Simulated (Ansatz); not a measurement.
SnS:
Space group P4₂/mmc (No. 131); a = b = 3.7577 Å, c = 7.8677 Å, α = β = γ = 90.00°

```
atom  site  symmetry       x       y       z
----  ----  --------  ------  ------  ------
Sn      2c      mmm.  0.0000  0.5000  0.0000
S       2e      -4m2  0.0000  0.0000  0.2500
```

This is the PBE-relaxed structure.

All from PBE in the plane-wave PAW code Ansatz, unless another level is named. Estimate the electronic character.

metallic (no gap).

And the formation energy from the elements (no fitted shifts)?

-13 kJ/mol-atom.

Predict the density of states at the Fermi level.

0.61 states/eV per atom (mean over ±0.08 eV).

Space group P4_2/mmc. The cell is a constructed one: a structure type filled with these elements; neither database checked (COD, Materials Project) lists it. It is not the phase usual at ambient conditions (space group No. 62). The PBE relaxation kept the symmetry of its start; its stability against distortions is not shown here. The references are the lowest solids computed at this level, not always the standard phases. Scalar-relativistic: spin–orbit coupling is off unless named, which matters more the heavier the elements.

Potentials: the later of the program's two PAW sets.
